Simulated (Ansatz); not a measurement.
TiO₂:
```xyz
24
Lattice="5.1356 0.0000 0.0000 0.0000 9.1906 0.0000 0.0000 0.0000 5.4545" Properties=species:S:1:pos:R:3 pbc="T T T"
Ti     0.7099     3.4100     2.2127
Ti     4.4257     5.7806     3.2418
Ti     1.8579     5.7806     4.9399
Ti     3.2777     3.4100     0.5146
Ti     3.2777     1.1853     3.2418
Ti     1.8579     8.0053     2.2127
Ti     4.4257     8.0053     0.5146
Ti     0.7099     1.1853     4.9399
O      2.3862     2.4792     2.1268
O      2.7494     6.7114     3.3277
O      0.1816     6.7114     4.8540
O      4.9540     2.4792     0.6005
O      4.9540     2.1161     3.3277
O      0.1816     7.0745     2.1268
O      2.7494     7.0745     0.6005
O      2.3862     2.1161     4.8540
O      4.1968     0.0936     4.6412
O      0.9388     9.0970     0.8133
O      3.5066     9.0970     1.9139
O      1.6290     0.0936     3.5406
O      1.6290     4.5017     0.8133
O      3.5066     4.6889     4.6412
O      0.9388     4.6889     3.5406
O      4.1968     4.5017     1.9139
```

Relaxed with r²SCAN. Independent-particle spectrum: no excitons, no local fields, no scissors shift; 0.1 eV broadening; ε₁ of the summed bands alone.

### Question
Tabulate the dielectric function from plane-wave PAW r²SCAN (Ansatz code).

### Answer


```csv
E (eV),ε₁ xx,ε₂ xx,ε₁ yy,ε₂ yy,ε₁ zz,ε₂ zz
0.0,5.97,0.00,6.45,0.00,5.95,0.00
0.5,6.01,0.00,6.50,0.00,5.99,0.00
1.0,6.14,0.00,6.67,0.00,6.13,0.00
1.5,6.37,0.00,6.97,0.00,6.38,0.00
2.0,6.77,0.00,7.49,0.00,6.82,0.00
2.5,7.45,0.00,8.40,0.00,7.58,0.00
3.0,8.85,0.02,10.38,0.09,9.22,0.27
3.5,10.94,2.87,15.57,3.76,12.30,4.59
4.0,11.25,7.42,11.19,14.80,9.64,8.69
4.5,6.45,10.17,1.79,10.28,5.79,8.29
5.0,1.66,7.99,1.31,7.68,3.47,8.36
5.5,1.86,4.64,-0.10,4.83,0.46,5.96
6.0,3.10,3.98,1.42,3.98,1.30,4.56
6.5,3.94,4.68,2.35,3.90,2.63,4.41
7.0,5.02,5.80,2.88,5.63,3.32,5.86
7.5,3.10,9.63,1.79,6.89,0.90,6.85
8.0,0.16,7.45,-0.75,6.05,-0.70,6.31
8.5,-2.81,6.71,-2.03,4.72,-2.08,4.67
9.0,-2.65,3.86,-1.41,2.73,-1.35,2.78
9.5,-2.64,3.08,-0.96,3.20,-1.27,3.00
10.0,-2.05,1.91,-1.54,2.33,-1.08,1.98
10.5,-1.40,1.62,-1.14,1.61,-0.96,1.88
11.0,-1.23,1.08,-0.77,1.26,-0.75,1.17
11.5,-0.70,0.70,-0.45,1.00,-0.29,0.98
12.0,-0.19,0.58,-0.07,0.86,0.12,0.82
```

### Question
From ε at 4.2 eV (xx: 9.79 + 9.86i), find n, k, the normal reflectivity and the absorption coefficient.

### Answer
n = 3.44, k = 1.432, R = 37 %, α = 2kE/ħc = 610000 cm⁻¹.

With all bands, ε∞ without local fields is 6.27 (xx), 6.76 (yy), 6.26 (zz).

Space group Pbca. The r²SCAN relaxation kept the symmetry of its start. The run is not spin-polarised.

Potentials: the earlier of the program's two PAW sets. The files were generated under PBE; for other functionals the program regenerates the frozen cores, and for LDA and PBEsol the local potential too.
